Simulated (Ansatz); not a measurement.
Trial structure of Ge5I3, not yet relaxed:

```yaml
crystal:
  lattice:
    - [5.79574, 0.00000, 0.00000]
    - [-2.89787, 5.01926, 0.00000]
    - [0.00000, 0.00000, 9.79504]
  atoms:
    - { symbol: Ge, position: [0.50000, 0.00000, 0.50000] }
    - { symbol: Ge, position: [0.00000, 0.50000, 0.50000] }
    - { symbol: Ge, position: [0.50000, 0.50000, 0.50000] }
    - { symbol: Ge, position: [0.00000, 0.00000, 0.70079] }
    - { symbol: Ge, position: [0.00000, 0.00000, 0.29921] }
    - { symbol: I, position: [0.50000, 0.00000, 0.00000] }
    - { symbol: I, position: [0.00000, 0.50000, 0.00000] }
    - { symbol: I, position: [0.50000, 0.50000, 0.00000] }
```

Computed with Ansatz, DFT PBE, scalar-relativistic, plane waves, PAW. Plane waves to 420 eV, a k mesh through Γ of 3×3×2 on the computed 8-atom cell and Gaussian smearing (0.10 eV); no spin polarisation.

The zero of energy is the elements' standard structures at the same level; no fitted shifts are applied.

Task: What does a single point on this coarse mesh give?

Result: The pressure is 2.1 GPa (the mean over three directions, positive in compression), the largest force is 1.78 eV/Å, and the energy is +0.91 eV/atom against the elements. The shortest distance is 2.90 Å.

Task: How much does it gain on relaxing, and where does it end?

Result: Relaxing gains about 0.37 eV/atom (the start's value is from the coarse mesh, so the gain is rough) in 38 ionic steps and ends at +0.54 eV/atom on the finer mesh. The symmetry stays P6/mmm (No. 191). The volume per atom shrinks by 17.0 %, from 35.6 to 29.5 Å³. The shortest distance goes from 2.90 Å (Ge–Ge and I–I) to 2.47 Å (Ge–Ge). The ratio c/a of the conventional cell changes by a factor of 0.49. Conventional cell: a = 6.903 Å, c = 5.728 Å. Around Ge on a site of symmetry mmm lie 2 I at 2.86 Å, 4 Ge at 3.45 Å and 4 Ge at 3.66 Å; Ge on a site of symmetry 6mm is surrounded by 1 Ge at 2.47 Å, 1 Ge at 3.26 Å and 6 Ge at 3.66 Å; I is surrounded by 2 Ge at 2.86 Å.

The last run used a 9×9×8 mesh (in the run's order of axes) for its 8-atom cell and Gaussian smearing of 0.10 eV. Spin–orbit coupling, which can matter for I, is left out. An odd number of electrons in the primitive cell allows no gap without spin; a larger cell or a magnetic state could open one. The cell is a metal run without spin; a magnetic state may lie lower. The reference form of I is held partly by dispersion forces, which this level lacks. The relaxation can't lower the symmetry of the start. Symmetry constrained the relaxation, so the result can be a saddle point.
